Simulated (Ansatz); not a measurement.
**IrOs3, first-principles data**

IrOs3:
```cif
data_IrOs3
_chemical_formula_sum 'Os3 Ir1'
_space_group_name_H-M_alt 'P 1'
_space_group_IT_number 1
_cell_length_a 3.82070
_cell_length_b 3.82070
_cell_length_c 3.82070
_cell_angle_alpha 90.000
_cell_angle_beta 90.000
_cell_angle_gamma 90.000
loop_
_space_group_symop_operation_xyz
  'x, y, z'
loop_
_atom_site_label
_atom_site_type_symbol
_atom_site_fract_x
_atom_site_fract_y
_atom_site_fract_z
_atom_site_occupancy
Os1 Os 0.00000 0.50000 0.50000 1
Os2 Os 0.50000 0.50000 0.00000 1
Os3 Os 0.50000 0.00000 0.50000 1
Ir1 Ir 0.00000 0.00000 0.00000 1
```

Space group Pm-3m (No. 221), Cu3Au type; conventional cell a = b = c = 3.821 Å, α = β = γ = 90.00°.

Method: PBEsol in the plane-wave PAW code Ansatz. Geometry: relaxed at this level of theory. Other levels are named where they apply.

### Cell and energy

- Volume per atom = 13.94 Å³
- Density = 22.71 g/cm³
- Formation energy from the elements (no fitted shifts) = 8.0 kJ/mol of atoms

### Electronic structure

- Electronic character = metallic (no gap)
- Density of states at the Fermi level = 0.62 states/eV per atom (mean over ±0.08 eV)
- Gap with spin–orbit coupling = none (metallic)

### Mechanics

- Bulk modulus (Birch–Murnaghan fit): 417 GPa
- Pressure derivative B′: 4.8
- Elastic constants (relaxed ions, GPa): C11 = 701, C12 = 276, C44 = 342
- Mechanical stability: stable (all eigenvalues of C positive)
- Hill bulk and shear moduli: 418 and 282 GPa
- Young's modulus: 691 GPa
- Poisson's ratio: 0.22
- Debye temperature from the elastic constants: 483 K

### Phonons

Highest zone-centre frequency: 139 cm^-1
Zone-centre stability: no imaginary mode at Γ

The start of the workflow was typed in or built on a structure type; neither database checked (COD, Materials Project) lists it. Its standing as an ambient phase is unchecked. Symmetry was held in the PBEsol relaxation. The run is not spin-polarised. As this level gives no gap, shear constants depend on the k-mesh and smearing (Fermi–Dirac, 0.1 eV here). As this level gives no gap, phonon frequencies hold no LO–TO term and depend on the k-mesh and smearing (Fermi–Dirac, 0.1 eV here). The references are the lowest solids computed at this level, not always the standard phases. Scalar-relativistic: spin–orbit coupling is off unless named, which matters more the heavier the elements.

Potentials: the earlier of the program's two PAW sets. The files were generated under PBE; for other functionals the program regenerates the frozen cores, and for LDA and PBEsol the local potential too.
